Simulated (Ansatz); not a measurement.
WSe$_{2}$:
```cif
data_Se4W2
_chemical_formula_sum 'W2 Se4'
_space_group_name_H-M_alt 'P63/mmc'
_space_group_IT_number 194
_space_group_name_Hall '-P 6c 2c'
_cell_length_a 3.30261
_cell_length_b 3.30261
_cell_length_c 13.22578
_cell_angle_alpha 90.000
_cell_angle_beta 90.000
_cell_angle_gamma 120.000
loop_
_atom_site_label
_atom_site_type_symbol
_atom_site_symmetry_multiplicity
_atom_site_Wyckoff_symbol
_atom_site_fract_x
_atom_site_fract_y
_atom_site_fract_z
_atom_site_occupancy
W1 W 2 c 0.33333 0.66667 0.25000 1
Se1 Se 4 f 0.66667 0.33333 0.12421 1
```

Relaxed at zero pressure with the program Ansatz at the r²SCAN+D4 level (PAW).

Problem. The volume is lowered by 6 % and shape and atoms relax at that volume. What pressure results, and how do the axes share the change?

Solution. 3.2 GPa; a -1.0 %, b -1.0 %, c -4.1 %; the energy rises by 11 meV/atom.

Problem. Give the new structure.

Solution. 
Space group P6₃/mmc (No. 194); a = b = 3.2706 Å, c = 12.6769 Å, α = β = 90.00°, γ = 120.00°

| atom | site | symmetry | x | y | z |
|---|---|---|---|---|---|
| W | 2c | -6m2 | 0.3333 | 0.6667 | 0.2500 |
| Se | 4f | 3m. | 0.6667 | 0.3333 | 0.1185 |

The phase is kept; no other phase was compared at this pressure.

Space group P6_3/mmc. The r²SCAN+D4 relaxation kept the symmetry of its start; phonons on a q-mesh show no instability. No spin polarisation was allowed. Spin–orbit coupling is left out wherever it is not named.

Potentials: the later of the program's two PAW sets.
